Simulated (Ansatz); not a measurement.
# Data sheet: RhPb (DFT)

RhPb:
```cif
data_PbRh
_chemical_formula_sum 'Pb1 Rh1'
_space_group_name_H-M_alt 'Pm-3m'
_space_group_IT_number 221
_space_group_name_Hall '-P 4 2 3'
_cell_length_a 3.32317
_cell_length_b 3.32317
_cell_length_c 3.32317
_cell_angle_alpha 90.000
_cell_angle_beta 90.000
_cell_angle_gamma 90.000
loop_
_atom_site_label
_atom_site_type_symbol
_atom_site_symmetry_multiplicity
_atom_site_Wyckoff_symbol
_atom_site_fract_x
_atom_site_fract_y
_atom_site_fract_z
_atom_site_occupancy
Pb1 Pb 1 a 0.00000 0.00000 0.00000 1
Rh1 Rh 1 b 0.50000 0.50000 0.50000 1
```

Space group Pm-3m (No. 221), CsCl type; conventional cell a = b = c = 3.3232 Å, α = β = γ = 90.00°.

Method: plane-wave PAW PBEsol (Ansatz code). Geometry: relaxed at this level of theory. Other levels are named where they apply.

**Cell and energy**

```
Item                                                          Value
-----------------------------------------------------  ------------
Volume per atom                                            18.35 Å³
Density                                                 14.03 g/cm³
Formation energy from the elements (no fitted shifts)  0.12 eV/atom
```

**Electronic structure**

```
Quantity                                                                   Result
------------------------------------  -------------------------------------------
Electronic character                                            metallic (no gap)
Density of states at the Fermi level  1.2 states/eV per atom (mean over ±0.08 eV)
Gap with spin–orbit coupling                                      none (metallic)
```

**Mechanics**

```
Item                                                                          Result
--------------------------------------------  --------------------------------------
Bulk modulus (Birch–Murnaghan fit)                                           136 GPa
Pressure derivative B′                                                           5.4
Elastic constants (relaxed ions, GPa)               C11 = 143, C12 = 133, C44 = 24.4
Mechanical stability                          stable (all eigenvalues of C positive)
Hill bulk and shear moduli                                          136 and 12.9 GPa
Young's modulus                                                             37.5 GPa
Poisson's ratio                                                                 0.45
Debye temperature from the elastic constants                                   123 K
```

**Phonons**

```
Item                                           Result
-----------------------------  ----------------------
Highest zone-centre frequency               118 cm^-1
Zone-centre stability          no imaginary mode at Γ
```

The cell is a constructed one: a structure type filled with these elements; neither database checked (COD, Materials Project) lists it. COD files the formula under space group No. 191. Whether it is the stable phase at ambient conditions was not checked. Symmetry was held in the PBEsol relaxation. The run is not spin-polarised. As this level gives no gap, shear constants depend on the k-mesh and smearing (Fermi–Dirac, 0.1 eV here). As this level gives no gap, phonon frequencies hold no LO–TO term and depend on the k-mesh and smearing (Fermi–Dirac, 0.1 eV here). The references are the lowest solids computed at this level, not always the standard phases. Spin–orbit coupling is left out wherever it is not named.

Potentials: the earlier of the program's two PAW sets. The files were generated under PBE; for other functionals the program regenerates the frozen cores, and for LDA and PBEsol the local potential too.
